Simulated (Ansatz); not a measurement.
The elements of this relaxed trial crystal are hidden behind letters.

```
lattice vectors (Å)
  -1.4359    1.4359   10.1841
   1.4359   -1.4359   10.1841
   1.4359    1.4359  -10.1841
fractional positions
X 0.0000 0.0000 0.0000
Z 0.2039 0.2039 0.0000
Z 0.7961 0.7961 0.0000
Z 0.6135 0.6135 0.0000
Z 0.3865 0.3865 0.0000
Q 0.5000 0.5000 0.0000
```

Computed with DFT PBE, scalar-relativistic, plane waves, PAW (Ansatz). Settings of the last relaxation (6-atom cell): 420 eV, 14×14×14 k points, Gaussian smearing of 0.10 eV, no spin polarisation.

- Space group: I4/mmm (No. 139)
- Conventional cell: a = 2.872 Å, c = 20.368 Å
- Volume per atom: 14.00 Å³
- Density: 6.39 g/cm³
- Energy over the elements: −0.33 eV/atom
- Gap on the 14×14×14 mesh of the 6-atom cell: 0 eV (a metal)

Energies are uncorrected and count from the elements' standard states at the same level.

**Question.** X is a d-block element of period 4, Z is a d-block element of period 4 and Q is a p-block element of period 2. Which elements are they?

**Answer.** X = Ti, Z = Zn, Q = N, so the formula is TiZn4N. Density times volume gives a mean mass of 6.39 × 14.00/1.6605 = 53.9 u per atom, and this set has 53.9 u. Ti is surrounded by 4 N at 2.03 Å, 4 Ti at 2.87 Å and 8 Zn at 3.08 Å; around Zn on its first site lie 12 Zn at 2.74–2.87 Å; N has 4 Ti at 2.03 Å and 2 Zn at 2.31 Å; 1 more site not described. Other sets within the hints have nearly the same mass, so mass alone doesn't settle it; this one was computed.

A structure relaxed within its symmetry needn't be a true minimum. Another cell of the same search, in P2_1, lies 111 meV/atom lower, so this cell isn't the stable form at this level.
